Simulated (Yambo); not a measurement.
BSE-type run in Yambo on NH4Br (space group P4/nmm, No. 129), at zero momentum. PBEsol wavefunctions on a 2×2×4 mesh, a = b = 5.715 Å, c = 4.107 Å, α = β = γ = 90.00°.

Yambo input:
```
rim_cut
optics
bse
bss
dipoles
em1s
RandQpts= 1000000
RandGvec= 1 Ry
FFTGvecs= 40 Ry
Chimod= "HARTREE"
BSKmod= "SEX"
BSEmod= "resonant"
BSSmod= "hs"
BSENGexx= 15 Ry
BSENGBlk= 3 Ry
% KfnQP_E
 2.42 | 1.0 | 1.0 |
%
% BSEQptR
 1 | 1 |
%
% BSEBands
 11 | 31 |
%
% BEnRange
 0.0 | 14.7 | eV
%
% BDmRange
 0.15 | 0.15 | eV
%
BEnSteps= 294
% BLongDir
 1.0 | 0.0 | 0.0 |
%
BSHayTrs= -0.02
BSSNEig= 24
WRbsWF
% BndsRnXs
 1 | 65 |
%
NGsBlkXs= 3 Ry
% LongDrXs
 1.0 | 1.0 | 1.0 |
%
```

From the report:

The dimension is k points × valence × conduction bands = 16 × 6 × 15 = 1440.
```
   [SLEPC] Approach                          : Krylov-Schur
   [SLEPC] Number of requested eigenvalues   :  24
   [SLEPC] Number of eigenvalues        [NEV]:  24
    [K] Dimension                                    :  1440
    [K] Bands                                        :  11  31
    [K] Exchange res                                 : yes
    [K] Correlation res                              : yes
    [K] W interaction is bare                        : no
    [K] RL vectors exchange                          :   921
    [K] RL vectors correlation                       :   81
    [W] Matrix size                                  :   81
    [W] Bands                                        :    1   65
    [W] Coulomb Cutoff                               : none
    [W] Hxc Kernel                                   : HARTREE
```

Spin-orbit coupling is not included.

Geometry of the Materials Project entry, not relaxed at this level.

The distance between layers or molecules is the database entry's, not relaxed here. Functionals without dispersion can leave it too large, which widens gaps and weakens the response across layers: the numbers belong to this cell.
